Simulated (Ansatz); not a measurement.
FeSi: Field gradients at the nuclei

The cell is a structure deposited in the COD whose atoms were relaxed with PBE, the cell held.

```
Fe Si
1.0
     4.46700    0.00000    0.00000
     0.00000    4.46700    0.00000
     0.00000    0.00000    4.46700
Fe Si
4 4
Cartesian
  0.6053 0.6053 0.6053
  1.6282 3.8617 2.8388
  2.8388 1.6282 3.8617
  3.8617 2.8388 1.6282
  3.7555 3.7555 3.7555
  2.9450 0.7115 1.5220
  1.5220 2.9450 0.7115
  0.7115 1.5220 2.9450
```

Sites (sets of like atoms) are named by element and the number of their first atom in this list.

Method: Kohn–Sham DFT in Ansatz, PBE, plane waves and PAW, scalar-relativistic, collinear spin, 420 eV cutoff, Γ-centred 10×10×10 k-points, Fermi–Dirac smearing 0.05 eV. Start moments as typed (μB): 3 on each Fe, none on the rest.

V_zz is the principal component of the electric field gradient with the largest magnitude, η = (V_xx − V_yy)/V_zz and C_Q = eQV_zz/h. Directions are in the Cartesian axes of the cell vectors above, for the atom listed; none is given where the gradient is under 0.02 or η is above 0.95.

```
site  first atom                          first shell  V_zz (10²¹ V/m²)     η  direction of V_zz (x, y, z)
  Fe           1  7 Si at 2.28–2.52 Å, 6 Fe at 2.74 Å              5.30  0.00               0.58 0.58 0.58
  Si           5  7 Fe at 2.28–2.52 Å, 6 Si at 2.77 Å             -3.25  0.00               0.58 0.58 0.58
```

An axis of threefold or higher order runs through Fe and Si, so V_zz lies along it and η is zero.

With a gap of 0.17 eV under a smearing of 0.05 eV the band edges are partly filled, so small gradients can hang on the smearing and the k-mesh. With these PAW files V_zz is typically within 2 to 3 % of all-electron values, but misses above 10 % occur on Fe. The start moments die out, and the run ends without spin.

The relaxation (4 steps) took 1.9 min of wall time (7.6 min of CPU time) and 0.99 GiB at its peak, on 4 threads of Arm Neoverse V1 (aarch64; 8 cores open to the job, memory cap 8.0 GiB, no GPU), a shared host with a load of 0.6 a core.
